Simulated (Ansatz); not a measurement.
Theory: DFT PBE, scalar-relativistic, plane waves, PAW in Ansatz. Settings: cutoff 420 eV, Γ-centred meshes spaced at most about 0.3 Å⁻¹ (2π included), Gaussian smearing. No spin polarisation in the final relaxations.

Energies over the elements count from the elements' standard structures at the same level, with no fitted energy shifts. The references include black phosphorus.

A relaxed structure of Al2GaP3 has 20.88 Å³/atom, −0.565 eV/atom against the elements, a gap of 1.61 eV on its mesh:

```cif
data_structure
_symmetry_space_group_name_H-M 'P3m1'
_symmetry_Int_Tables_number 156
_cell_length_a 3.8940
_cell_length_b 3.8940
_cell_length_c 9.5393
_cell_angle_alpha 90.000
_cell_angle_beta 90.000
_cell_angle_gamma 120.000
_cell_volume 125.27
loop_
_atom_site_label
_atom_site_type_symbol
_atom_site_symmetry_multiplicity
_atom_site_Wyckoff_symbol
_atom_site_fract_x
_atom_site_fract_y
_atom_site_fract_z
_atom_site_occupancy
Al1 Al 1 b 0.33333 0.66667 0.00013 1
Al2 Al 1 c 0.66667 0.33333 0.66679 1
Ga1 Ga 1 a 0.00000 0.00000 0.33316 1
P1 P 1 b 0.33333 0.66667 0.74991 1
P2 P 1 c 0.66667 0.33333 0.41723 1
P3 P 1 a 0.00000 0.00000 0.08279 1
```

Question: In takes the place of Al on the same sites, and the cell is relaxed. What changes?

Answer: In2GaP3 has a = 4.107 Å, c = 10.098 Å: 24.59 Å³/atom, −0.276 eV/atom against the elements, a gap of 0.42 eV on its mesh. The volume per atom changes by +17.8 % and the formation energy by +0.289 eV/atom (from unrounded values). The gap narrows by 1.19 eV. Covalent radii: Al 1.21 Å, In 1.42 Å; electronegativities 1.61 and 1.78. The cell follows the size of the atom. Around In on its first site lie 4 P at 2.55–2.58 Å; In on its second site is surrounded by 4 P at 2.54–2.57 Å; around Ga lie 4 P at 2.38–2.48 Å; P on its first site is surrounded by 3 Ga at 2.48 Å and 1 In at 2.58 Å; 2 more sites not described.

Space group P3m1 (No. 156). a = 4.107 Å, b = 4.107 Å, c = 10.098 Å, α = 90.00°, β = 90.00°, γ = 120.00°
```
atom  site  symmetry       x       y       z
  In    1a       3m.  0.0000  0.0000  0.9932
  In    1c       3m.  0.6667  0.3333  0.3390
  Ga    1b       3m.  0.3333  0.6667  0.6657
   P    1a       3m.  0.0000  0.0000  0.7376
   P    1b       3m.  0.3333  0.6667  0.4298
   P    1c       3m.  0.6667  0.3333  0.0847
```

The two cells were relaxed from separate starts that ended on the same group and sites; neither need be the stable form of its compound. Kohn–Sham gaps at this level usually fall short of measured ones. The reference form of P is held partly by dispersion forces, which this level lacks. Cells relaxed within their symmetry can be saddle points.
